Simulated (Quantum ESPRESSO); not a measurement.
# Planted mistakes on one cell of In3HfO5N

The results below are calculated, not measured. They come from pw.x of Quantum ESPRESSO 7.5, a plane-wave density functional program, with PseudoDojo standard norm-conserving files (v0.5 for PBE, v0.4.1 for LDA and PBEsol). The cells are made up: elements, strain and atom displacements were drawn at random, and nothing was relaxed. There is no spin polarisation, spin-orbit coupling or dispersion term.

The hafnium file is less sure than the others, with forces about 3 percent (worst 6) and pressure in oxides about 1.5 GPa (worst 2.7) from a second method in checks, which no rerun with the same files tests.

The cell has 10 sites of a corundum lattice. Sites 1 to 4 hold In In In Hf; sites 5 to 10 hold O O O O O N. Cell vectors in Å: (2.772, 1.636, 5.001); (-2.734, 1.695, 4.960); (0.070, -3.238, 4.950). Settings: PBE, cutoff 1143 eV, 5 x 5 x 5 k mesh shifted by half a step, Fermi-Dirac smearing of 0.025 eV.

The intended run has a self-consistency threshold of 1e-07 eV, a smearing term of 0.000 eV, a pressure of 3.13 GPa and 15 iterations. Each further run changes one thing: all lengths scaled by 1.0058; atoms of sites 5 and 10 exchanged; cutoff 625 eV; files of LDA; k mesh 2 x 2 x 2; one electron added; smearing 0.56 eV; threshold 0.6 eV. A coarse mesh keeps the shift, and a charged cell sits in a uniform background.

```
run  change of free energy (eV)  smearing term -TS (eV)  change of P (GPa)  largest change of a force component (eV/Å)  iterations
  A                      10.855                   0.000             -70.55                                       0.113          14
  B                      -0.407                   0.000               0.09                                       1.644          15
  C                      12.303                  -0.007              24.50                                       0.723          14
  D                      18.927                   0.000             -11.64                                       0.357          15
  E                       0.324                   0.000              -1.77                                       0.648           5
  F                       0.016                   0.000              -0.02                                       0.055          15
  G                      -0.356                  -1.219               1.87                                       0.351          14
  H                      -0.025                   0.000              -2.86                                       0.184          15
```

A rerun of the intended cell at 1437 eV and k mesh 7 x 7 x 7 moved values by no more than 0.003 eV in the cell's energy, 0.03 GPa in stress and 0.002 eV/Å in force.

Question: which change belongs to which run?

## Worked reading

Run E has the fewest iterations, as a run stopped early does. Run G has the largest smearing term, as wide smearing gives. Run A has a higher energy and the largest fall in pressure, as too small a basis gives. Run H changes the volume by a factor of 1.0175; minus its pressure change over the logarithm of that factor, 165 GPa, is a rough bulk modulus with clamped atoms. Energies from files of another functional, or of a charged cell, have another zero and say nothing on stability; the pressure of a charged cell rests on the program's zero of potential too.

## Key

| run | change |
| --- | --- |
| A | cutoff 625 eV |
| B | atoms of sites 5 and 10 exchanged |
| C | one electron added |
| D | files of LDA |
| E | threshold 0.6 eV |
| F | k mesh 2 x 2 x 2 |
| G | smearing 0.56 eV |
| H | all lengths scaled by 1.0058 |